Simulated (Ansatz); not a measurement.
VBiO4 in space group C2 (No. 5; V on 2a, Bi on 2b, O on 4c, O on 4c) under volume change, plane-wave PAW PBEsol (Ansatz code), shape and atoms relaxed at each volume.

```csv
V (Å³/atom),E − E(relaxed) (meV/atom),P (GPa)
13.671,10.5,2.86
14.121,4.3,1.68
14.572,1.0,0.72
15.023,0.0,0.00
15.473,0.8,-0.55
15.924,(withheld),(withheld)
16.375,(withheld),(withheld)
```

### Question
Fill in the missing entries.

### Answer

- 15.924, E − E(relaxed) (meV/atom): 2.9
- 15.924, P (GPa): -0.92
- 16.375, E − E(relaxed) (meV/atom): 5.9
- 16.375, P (GPa): -1.21

### Question
What does a third-order Birch–Murnaghan fit give for V₀, B₀ and B′?

### Answer
V₀ = 15.03 Å³/atom, B₀ = 20.6 GPa, B′ = 8.5.

The workflow started from a Materials Project entry (that database holds measured and hypothetical structures alike); the Crystallography Open Database copy checked does not list it. It is not the phase usual at ambient conditions (space group No. 88). The cell was relaxed with PBEsol under the symmetry of its start; whether a distortion lowers the energy is not shown. No spin polarisation was allowed. No Hubbard U is applied. Spin–orbit coupling is left out wherever it is not named.

Potentials: the later of the program's two PAW sets.
